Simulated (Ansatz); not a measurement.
SiC₂ in space group P4_2/mmc (No. 131; Si on 2e, C on 4i) under volume change, r²SCAN (plane waves, PAW; program Ansatz), shape and atoms relaxed at each volume.

```json
[
 {"V (Å³/atom)": "10.398", "E − E(relaxed) (meV/atom)": "57.3", "P (GPa)": "19.05"},
 {"V (Å³/atom)": "10.740", "E − E(relaxed) (meV/atom)": "24.5", "P (GPa)": "11.91"},
 {"V (Å³/atom)": "11.083", "E − E(relaxed) (meV/atom)": "5.9", "P (GPa)": "5.59"},
 {"V (Å³/atom)": "11.426", "E − E(relaxed) (meV/atom)": "0.0", "P (GPa)": "0.00"},
 {"V (Å³/atom)": "11.769", "E − E(relaxed) (meV/atom)": "5.1", "P (GPa)": "-4.62"},
 {"V (Å³/atom)": "12.112", "E − E(relaxed) (meV/atom)": "19.4", "P (GPa)": "-8.65"},
 {"V (Å³/atom)": "12.454", "E − E(relaxed) (meV/atom)": "41.8", "P (GPa)": "-12.18"}
]
```

**Question.** What does a third-order Birch–Murnaghan fit give for V₀, B₀ and B′?

**Answer.** V₀ = 11.43 Å³/atom, B₀ = 168 GPa, B′ = 3.8.

The start of the workflow was typed in or built on a structure type; neither database checked (COD, Materials Project) lists it. Whether it is the stable phase at ambient conditions was not checked. The cell was relaxed with r²SCAN under the symmetry of its start; its stability against distortions is not shown here. Its formation energy is positive at this level, so the cell may be metastable or incomplete.

Potentials: the later of the program's two PAW sets.
